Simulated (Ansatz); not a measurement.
This cell of WSi2 (MoSi2 type, space group I4/mmm) is off equilibrium:

```
CELL_PARAMETERS angstrom
     -1.61472     1.61472     3.93387
      1.61472    -1.61472     3.93387
      1.61472     1.61472    -3.93387
ATOMIC_POSITIONS crystal
  W  0.96540 0.96540 0.93081
  Si 0.33458 0.33458 0.00000
  Si 0.66542 0.66542 0.00000
```

Method: PBE (plane waves to 420 eV, PAW, scalar-relativistic; Ansatz, a first-principles code). k mesh 16×16×16 (Γ-centred), Fermi-Dirac smearing 0.05 eV. The energy includes the smearing's −TS. Stress and pressure are positive under compression. With partly filled bands, energies and forces of such displacements shift with the k mesh and the smearing. Spin-orbit coupling is left out, though W is heavy. The PAW data are Ansatz's earlier set. WSi2 is run without spin polarisation. WSi2 was relaxed with its symmetry unable to fall.

Task: Predict the force on every atom, in eV/Å.

Result: 
```json
[
 {"atom": "W1", "Fx": "1.207", "Fy": "1.207", "Fz": "0.000"},
 {"atom": "Si2", "Fx": "-0.603", "Fy": "-0.603", "Fz": "-0.166"},
 {"atom": "Si3", "Fx": "-0.603", "Fy": "-0.603", "Fz": "0.166"}
]
```

Task: Give the stress tensor in GPa and the pressure.

Result: 
```
    2.1      2.5      0.0
    2.5      2.1      0.0
    0.0      0.0      1.4
```
The pressure, a third of the trace, is 1.9 GPa.

Task: In it atom 1 sits (-0.112, -0.112, 0.000) Å away from its relaxed site. What is its energy relative to the relaxed cell?

Result: 130 meV/cell.

(For displaced atoms, the force is minus the slope of the energy, and its curvature is a force constant, which sets phonon frequencies.)
